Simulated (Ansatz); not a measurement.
# Structure search: one Ge3Sb4 candidate

Level of theory: Ansatz 0.2.0, DFT PBE, scalar-relativistic, plane waves, PAW. Cutoff 420 eV, Gaussian smearing, Γ-centred meshes. Cell and atoms relax first on a coarse mesh and then on a finer one. In between, the cell is made exact in the group found at 0.06 Å. In metals the finer mesh still leaves noise of several meV/atom or more. The steps can't lower the symmetry of their start. No spin polarisation.

The cell of Ge3Sb4 is invented: ordered vacancies on the cation sites of rock salt (I4/mmm, No. 139) (occupants of the shared sites, in ratio, Ge: 3, vacant: 1). Its size is a rough estimate.

```xyz
7
Lattice="-3.3074 3.3074 6.6147 3.3074 -3.3074 6.6147 3.3074 3.3074 -6.6147" Properties=species:S:1:pos:R:3 pbc="T T T"
Ge    0.0000    3.3074    3.3074
Ge    0.0000    0.0000    0.0000
Ge    3.3074    0.0000    3.3074
Sb    0.0000    3.3074    0.0000
Sb    0.0000    0.0000    9.9221
Sb    3.3074    0.0000    0.0000
Sb    0.0000    0.0000    3.3074
```

Energies over the elements count from the elements' standard structures at the same level, with no fitted energy shifts.

Task: Which structure results?

Result: The symmetry stays I4/mmm (No. 139). The volume per atom shrinks by 35.0 %, from 41.3 to 26.9 Å³. The shortest distance goes from 3.31 Å (Ge–Sb) to 2.82 Å (Ge–Sb). The energy falls by about 0.58 eV/atom (the start's value is from the coarse mesh). Conventional cell: a = 5.769 Å, c = 11.299 Å. Around Ge on a site of symmetry -4m2 lie 6 Sb at 2.82–2.89 Å; Ge on a site of symmetry 4/mmm is surrounded by 6 Sb at 2.87–2.88 Å; around Sb on a site of symmetry mmm lie 4 Ge at 2.82–2.88 Å; around Sb on a site of symmetry 4mm lie 5 Ge at 2.87–2.89 Å.

```cif
data_structure
_symmetry_space_group_name_H-M 'I4/mmm'
_symmetry_Int_Tables_number 139
_cell_length_a 5.7695
_cell_length_b 5.7695
_cell_length_c 11.2989
_cell_angle_alpha 90.000
_cell_angle_beta 90.000
_cell_angle_gamma 90.000
_cell_volume 376.11
loop_
_atom_site_label
_atom_site_type_symbol
_atom_site_symmetry_multiplicity
_atom_site_Wyckoff_symbol
_atom_site_fract_x
_atom_site_fract_y
_atom_site_fract_z
_atom_site_occupancy
Ge1 Ge 4 d 0.00000 0.50000 0.25000 1
Ge2 Ge 2 a 0.00000 0.00000 0.00000 1
Sb1 Sb 4 c 0.00000 0.50000 0.00000 1
Sb2 Sb 4 e 0.50000 0.50000 0.24576 1
```

Task: Give its energy and gap.

Result: The energy over the elements is +0.28 eV/atom and the gap on the 10×10×10 mesh of the 7-atom cell is 0 eV (a metal).

A positive value: parting into the elements would lower its energy.

The last run used Gaussian smearing of 0.10 eV. Spin–orbit coupling, which can matter for Sb, is left out. Symmetry constrained the relaxation, so the result can be a saddle point. In all, the 3 runs took 9.9 min on 1 thread of Arm Neoverse V2 (shared host).
